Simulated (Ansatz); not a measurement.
# All-electron card of LuC2

```
Lu C
1.0
    -1.78296    1.78296    3.02895
     1.78296   -1.78296    3.02895
     1.78296    1.78296   -3.02895
Lu C
1 2
Direct
  0.00000 0.00000 0.00000
  0.60794 0.60794 0.00000
  0.39206 0.39206 0.00000
```

Atom numbers follow the list: Lu1, C2, C3.

The conventional cell has a = 3.566 Å, b = 3.566 Å, c = 6.058 Å, α = 90.00°, β = 90.00°, γ = 90.00°. Around Lu (atom 1) lie 10 C at 2.38 to 2.60 Å. Around C (atom 2) lie 1 C at 1.31 Å.

Structure from Materials Project entry mp-8371 (possibly hypothetical), not relaxed further.

No spin–orbit coupling, which matters for the heavy atoms here.

Theory: DFT, LDA, all-electron LAPW, scalar-relativistic (Ansatz 0.2.0).

Settings: a Γ-centred 14×14×14 k mesh, Fermi–Dirac smearing of 0.08 eV, basis error target 1 meV/atom, no spin polarisation.

```
Pressure at this cell                                                                                                  : -9.53 GPa
Band gap                                                                                                               : none: with an odd electron count and no spin polarisation the bands can't all be full, a metal in this set-up (spin order or a larger cell could open a gap)
Stress xx, yy, zz (compression positive)                                                                               : -8.10, -8.10, -12.38 GPa
Largest force                                                                                                          : 0.398 eV/Å on C2
Density of states at the Fermi level (0.2 eV bin)                                                                      : 0.71 states/eV per cell
Löwdin charges (with 0.06 e of the cell spilling out of the atomic basis, so their sizes and signs hang on that basis) : Lu1 0.64, C2 -0.29 e
Volume per atom                                                                                                        : 12.84 Å³
```
